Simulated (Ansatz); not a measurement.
Values for one crystal, relaxed and computed with the program Ansatz at the r²SCAN level (PAW); other levels are named.

* **Volume per atom**: 17.41 Å³
* **Electronic character**: metallic (no gap)
* **Density of states at the Fermi level**: 0.36 states/eV per atom (mean over ±0.08 eV)
* **Formation energy from the elements (no fitted shifts)**: -0.63 eV/atom

Q: Pick the material that matches.
A. Tl2Pt, I4/mcm (Tl on 8h, Pt on 4a)
B. GdInCu4, F-43m (Gd on 4a, In on 4d, Cu on 16e)
C. Ga2Pt, fluorite or antifluorite type
D. MnNi3, Cu3Au type

A: C, Ga2Pt, fluorite or antifluorite type

Space group Fm-3m (fluorite or antifluorite type). The first step of the workflow began from a Materials Project structure, measured or hypothetical; the Crystallography Open Database files this formula in space group No. 225, but the cells were not matched. Its standing as an ambient phase is unchecked. Symmetry was held in the r²SCAN relaxation; whether a distortion lowers the energy is not shown. No spin polarisation was allowed. The references are the lowest solids computed at this level, not always the standard phases. Spin–orbit coupling is left out wherever it is not named.

Potentials: the later of the program's two PAW sets.
